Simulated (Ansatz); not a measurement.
VIr$_{3}$:
```
CELL_PARAMETERS angstrom
      3.80948     0.00000     0.00000
      0.00000     3.80948     0.00000
      0.00000     0.00000     3.80948
ATOMIC_POSITIONS crystal
  V  0.00000 0.00000 0.00000
  Ir 0.00000 0.50000 0.50000
  Ir 0.50000 0.00000 0.50000
  Ir 0.50000 0.50000 0.00000
```

Relaxed with r²SCAN. Special points in fractions of this cell's reciprocal vectors: Γ (0.000, 0.000, 0.000); X (0.000, 0.500, 0.000); M (0.500, 0.500, 0.000); R (0.500, 0.500, 0.500).

Q: List the band energies nearest the Fermi level at these points for DFT-r²SCAN in the program Ansatz with PAW potentials.

A: In eV from the Fermi level; about four levels below and three above (degenerate sets whole), none deeper than 8.9 eV; points with the same levels are listed once.

```
k                          below           above
-  -----------------------------  --------------
Γ  -2.92 -2.92 -2.92 -0.43 -0.43  1.35 1.89 1.89
X  -1.54 -1.54 -1.49 -0.10 -0.10  0.12 0.39 1.19
M        -2.22 -2.21 -1.02 -0.97  0.23 0.31 0.31
R        -0.30 -0.28 -0.28 -0.28  1.42 1.42 1.42
```

Space group Pm-3m (Cu3Au type). The workflow started from an entry of the Crystallography Open Database (COD). Whether it is the stable phase at ambient conditions was not checked. The cell was relaxed with r²SCAN under the symmetry of its start; whether a distortion lowers the energy is not shown. The workflow began spin-polarised and lost its moments. Spin–orbit coupling is left out wherever it is not named.

Potentials: the later of the program's two PAW sets.
